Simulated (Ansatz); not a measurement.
AlN:
```
CELL_PARAMETERS angstrom
      0.00000     2.18857     2.18857
      2.18857     0.00000     2.18857
      2.18857     2.18857     0.00000
ATOMIC_POSITIONS crystal
  Al 0.00000 0.00000 0.00000
  N  0.25000 0.25000 0.25000
```

Relaxed with PBEsol.

Q: Give the optical modes at the zone centre with their infrared activity from DFPT, plane-wave PAW PBEsol (Ansatz code).

A: Transverse frequencies, without the LO–TO term; a row sums one degenerate level.

```json
[
 {"ω (cm⁻¹)": "649", "degeneracy": "3", "IR ((D/Å)²/amu)": "48.67", "activity": "IR", "symmetry": "T2"}
]
```

Q: How high does the top mode go among those that the LO–TO term moves?

A: 882 cm⁻¹ for q along x.

Space group F-43m (zinc blende). Symmetry was held in the PBEsol relaxation.

Potentials: the earlier of the program's two PAW sets. The files were generated under PBE; for other functionals the program regenerates the frozen cores, and for LDA and PBEsol the local potential too.
